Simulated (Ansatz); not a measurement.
Ag₂S in space group Cmcm (No. 63; Ag on 4b, Ag on 4c, S on 4c), the program Ansatz at the LDA level (PAW). The conduction-band minimum lies at Γ, with 1 equivalent valley. Second derivatives d²E/dk² of the lowest band at one valley (eV·Å²), along Cartesian directions:

```
direction  d²E/dk²
---------  -------
[100]        86.48
[010]        14.23
[001]        19.08
[110]        50.41
[101]        52.86
[011]        16.66
```

### Question
Find the principal effective masses, the density-of-states mass and the conductivity mass.

### Answer
Off-diagonal terms follow from H_xy = H[110] − (H_xx + H_yy)/2, and m*/mₑ = 7.620 eV·Å² over each eigenvalue: 0.088, 0.40, 0.54. One valley's DOS mass (m₁m₂m₃)^(1/3) = 0.27, conductivity mass 3/(Σ 1/mᵢ) = 0.19 mₑ.

### Question
What effective density of states Nc follows at 300 K for parabolic valleys?

### Answer
Nc = 2.509e19 × 1 × (0.27)^(3/2) ≈ 3.5e18 cm⁻³.

### Question
With the computed static dielectric constant 18.6 (mean of the diagonal), estimate a hydrogenic donor's binding energy and radius.

### Answer
E = 13.606 eV × 0.19/18.6² ≈ 7.5 meV; a = 0.529 Å × ε/m* ≈ 52 Å. Semilocal masses tend to be too small where the gap is.

The first step of the workflow began from a Materials Project structure, measured or hypothetical; the Crystallography Open Database copy checked does not list it. COD files the formula under space group No. 4, 14, so this cell is another polymorph or a model. Its standing as an ambient phase is unchecked. The cell was relaxed with LDA under the symmetry of its start; phonons on a q-mesh show no instability. No spin polarisation was allowed. Spin–orbit coupling is left out wherever it is not named.

Potentials: the later of the program's two PAW sets.
